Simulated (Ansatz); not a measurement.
What a change of settings does: Ni (fcc type)

First run: DFT, PBE, all-electron LAPW, scalar-relativistic (Ansatz 0.2.0).

Command: `ansatz run input.yaml --threads 3 --pin off --max-ram 9216MiB --backend cpu --events-out ev --progress --plain --runs-dir out` It took 40 s on 3 threads of Intel(R) Xeon(R) Platinum 8375C CPU @ 2.90GHz (Ice Lake), on a shared host, peak memory 0.97 GiB.

```yaml
crystal:
  lattice:
    - [-1.7593078052, 1.7593078052, 0.0]
    - [0.0, 0.0, 3.5186156104]
    - [1.7593078052, 1.7593078052, 0.0]
  atoms:
    - { symbol: Ni, position: [0.0, 0.0, 0.0], spin: 1.0 }
    - { symbol: Ni, position: [0.5, 0.5, 0.5], spin: 1.0 }
magnetization:
  spin_polarized: true
kpoints:
  mp_grid: { grid: [15, 10, 15] }
scf:
  occupations: { method: fermi_dirac, width: 0.05 }
hamiltonian:
  xc: pbe
  pseudopotentials: { kind: all_electron, lapw: { basis_error: 0.001 } }
output:
  forces: true
  stress: true
  eigenvalues: true
```

The base cell comes from a relaxation on PAW files under the same functional.

This run: bulk in the slab's orientation.

It converges in 9 SCF iterations at a pressure of 0.04 GPa, cell moment 1.29 μB.

A second input differs as follows:

```diff
 kpoints:
-  mp_grid: { grid: [15, 10, 15] }
+  mp_grid: { grid: [1, 1, 1] }
 scf:
   occupations: { method: fermi_dirac, width: 0.05 }
+  max_iter: 80
 hamiltonian:
```

Q: What is wrong with it, and what does the program do?

A: The change was made to test one k-point for a small cell. The run converges in 13 SCF iterations at a pressure of 10.01 GPa, cell moment 2.02 μB, free energy -2.58 eV/atom against the first run's. Compare each number with the sound run's before taking it for a property of the system. The log ends:
```
  atom   2  Ni     0.00000000     0.00000000     0.00000000
  max |Σ_I F_I| component: 3.23e-26 eV/Å
--- Stress (GPa, compression-positive) ---
       14.173417      -0.000000       0.000000
       -0.000000      14.173417       0.000000
        0.000000       0.000000       1.691081
  P = ⅓ Tr σ = 10.0126 GPa (100.126 kbar)
--- Band table (eV) ---
  k-point 0 ↑: bands = ["-83.7716", "-83.7241", "-44.6848", "-44.4661", "-43.9906", "-43.9906", "-43.9023", "-43.9023", "9.2590", "14.3776", "15.4512", "16.7690", "16.7690", "17.5036", "18.2786", "18.4107", "18.9064", "18.9064", "19.1907", "20.6646", "28.0837", "33.1447", "33.1447"]
  k-point 0 ↓: bands = ["-82.5449", "-82.4957", "-43.3832", "-43.1537", "-42.8516", "-42.8516", "-42.7601", "-42.7601", "9.3553", "14.7068", "15.9050", "18.0576", "18.1473", "18.1473", "18.8523", "19.5982", "20.4284", "20.4853", "20.4853", "20.8064", "28.4128", "33.3142", "33.3142"]
```
